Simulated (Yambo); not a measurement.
BeSe (zinc blende, space group F-43m, No. 216): a test of whether the lowest BSE state is resolved, against the k mesh (Yambo, LDA bands; otherwise 3 valence and 4 conduction bands, static screening with 21 bands and a 4 Ry block, scissor 1.93 eV, Tamm-Dancoff).

```tsv
k mesh	direct gap (eV)	lowest state (eV)	difference (eV)	k points taking part	rough cost
4×4×4	6.37	5.95	0.42	1.2	about 1/50
6×6×6	6.37	6.05	0.32	1.1	about 1/10
8×8×8	6.37	6.11	0.25	1.1	about 1/3
10×10×10	6.37	6.16	0.21	1.1	1
```

The last step moves the difference by 0.05 eV. Even the densest mesh doesn't resolve the state: none of these energies is a result, and the difference is no binding energy.

These are vertical excitations (zero momentum); the indirect quasiparticle gap, about 4.29 eV, is smaller than the direct one (6.37 eV on the GW mesh). The scissor comes from a G0W0 run whose convergence isn't established; costs are rough.

Spin-orbit splittings are left out.

The standard potential for Se keeps a d shell in the valence without the s and p states of that shell. In tests on such compounds this moved G0W0 gaps by up to about 0.9 eV, so absolute quasiparticle energies here are unreliable; differences between settings are what counts.

Geometry relaxed with LDA; primitive cell a = b = c = 3.593 Å, α = β = γ = 60.00°.
